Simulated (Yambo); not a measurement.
# Optical response of BeO at -3 % isotropic strain

```
CELL_PARAMETERS angstrom
      2.61017     0.00000     0.00000
     -1.30508     2.26047     0.00000
      0.00000     0.00000     4.23813
ATOMIC_POSITIONS crystal
  Be 0.33333 0.66667 0.99993
  Be 0.66667 0.33333 0.49993
  O  0.33333 0.66667 0.37757
  O  0.66667 0.33333 0.87757
```

Yambo, RPA with local fields on PBEsol bands; 21×21×12 mesh, 25 bands, 4 Ry local-field block, 0.2 eV broadening; field along z.

```csv
E (eV),Im ε,Re ε,"Im ε, independent particles"
0.0,0.00,3.04,0.00
0.6,0.00,3.05,0.00
1.2,0.01,3.06,0.01
1.9,0.01,3.08,0.01
2.5,0.01,3.11,0.01
3.1,0.01,3.15,0.02
3.8,0.02,3.20,0.02
4.4,0.02,3.27,0.03
5.0,0.03,3.35,0.03
5.6,0.04,3.45,0.04
6.2,0.05,3.59,0.05
6.9,0.06,3.76,0.07
7.5,0.09,3.99,0.09
8.1,0.15,4.35,0.15
8.8,0.45,4.88,0.45
9.4,0.94,5.22,0.93
10.0,1.43,5.63,1.41
10.6,2.62,6.70,2.68
11.2,5.51,4.84,5.66
11.9,5.07,2.99,5.39
12.5,4.57,1.72,5.01
13.1,3.39,1.26,3.77
13.8,2.72,1.55,3.13
14.4,2.58,2.11,3.08
15.0,3.01,2.38,3.63
15.6,3.93,1.45,4.67
16.2,3.35,1.15,4.21
16.9,3.37,1.22,4.20
17.5,3.49,0.39,3.67
18.1,3.01,0.12,3.07
18.8,2.79,0.06,2.86
19.4,2.58,-0.10,2.70
20.0,2.23,-0.34,2.27
```

Peak heights and small wiggles depend on the k mesh. Convergence of the RPA response with its 21×21×12 mesh was not tested. No excitonic effects at this level.

Geometry strained from the cell relaxed with PBEsol, atoms relaxed again.
